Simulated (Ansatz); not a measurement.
TiOF₂:
```xyz
16
Lattice="4.9237 0.0000 0.0000 0.0000 9.0287 0.0000 -2.4610 0.0000 4.4087" Properties=species:S:1:pos:R:3 pbc="T T T"
Ti     0.1309     5.0791     0.8482
Ti     2.3318     0.5648     3.5605
Ti     2.3309     7.3798     0.8491
Ti     0.1318     2.8655     3.5596
O      2.7250     8.4863     2.2047
O     -0.2623     3.9720     2.2040
O      3.6925     6.2289     0.8898
O     -1.2298     1.7146     3.5189
F      0.5993     8.4216     3.8567
F      1.8634     3.9073     0.5519
F      1.8641     4.0369     3.8560
F      0.5986     8.5513     0.5526
F      3.6930     1.7150     0.3774
F     -1.2303     6.2293     4.0313
F      1.2306     6.2295     2.0179
F      1.2320     1.7151     2.3907
```

Relaxed with r²SCAN+D4. 

Question: HSE06 on this cell (Ansatz, a program for electronic structure, PAW) gives a gap of 5.06 eV. What does r²SCAN+D4 give?

Answer: 3.83 eV.

Cost on shared cores: the r²SCAN+D4 run (SCF on a 7×3×6 mesh, then bands and DOS) roughly 13 core-minutes, the HSE06 run (SCF on 4×2×4, then a few points) very roughly 8 core-minutes; the tasks are unlike.

Space group C222_1. The first step of the workflow began from a Materials Project structure, measured or hypothetical; the Crystallography Open Database copy checked does not list it. Its standing as an ambient phase is unchecked. Symmetry was held in the r²SCAN+D4 relaxation; whether a distortion lowers the energy is not shown. No spin polarisation was allowed.

Potentials: the later of the program's two PAW sets.

Ansatz is a plane-wave DFT program.
